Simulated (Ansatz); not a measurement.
## What DFT gives for BBrF

```
B Br F
1.0
     3.68833    0.00000    0.00000
     0.00000    3.68833    0.00000
     0.00000    0.00000    6.69724
B Br F
2 2 2
Cartesian
  0.0000 1.8442 1.3060
  1.8442 0.0000 5.3913
  0.0000 1.8442 4.3532
  1.8442 0.0000 2.3440
  1.8442 1.8442 0.0000
  0.0000 0.0000 0.0000
```

Level: PBEsol, no spin polarisation; 420 eV; 9×9×5 Γ-centred mesh; fermi-dirac occupations (width 0.1 eV); Ansatz 0.2.0, fixed geometry.

Metal or insulator?

It is a metal, with about 4.5 states/eV a cell as the mean within 0.25 eV of the Fermi level, mostly Br p (44 %), B s (39 %) and F p (13 %).

What does the stress say?

The pressure is -10.1 GPa (compression positive), so with the atoms held at these fractions the cell would first shrink; the forces are large, so a full relaxation may end otherwise. The principal stresses -14.8, -14.8, -0.7 GPa differ, so its shape would change too.

Which atom feels the largest force, and which way?

The largest is on B1 (and as large on other atoms): 0.81 eV/Å, components (0.00, 0.00, -0.81). It makes 55° with the line to a nearest neighbour, F5 at 2.26 Å.

What do density and ELF say about some of the short contacts?

B–F at 2.26 Å: least valence density 0.23 e/Å³ and ELF 0.29 there. F–F at 2.61 Å: least valence density 0.11 e/Å³ and ELF 0.03 there. Br–B at 2.81 Å: least valence density 0.20 e/Å³ and ELF 0.38 there. Both are smooth PAW fields, read partly inside the augmentation spheres.

Origin: a known structure type with other elements, at an estimated volume, so it need not be a known compound. Caveats: many states at the Fermi level without spin polarisation, so a magnetic state may lie lower.
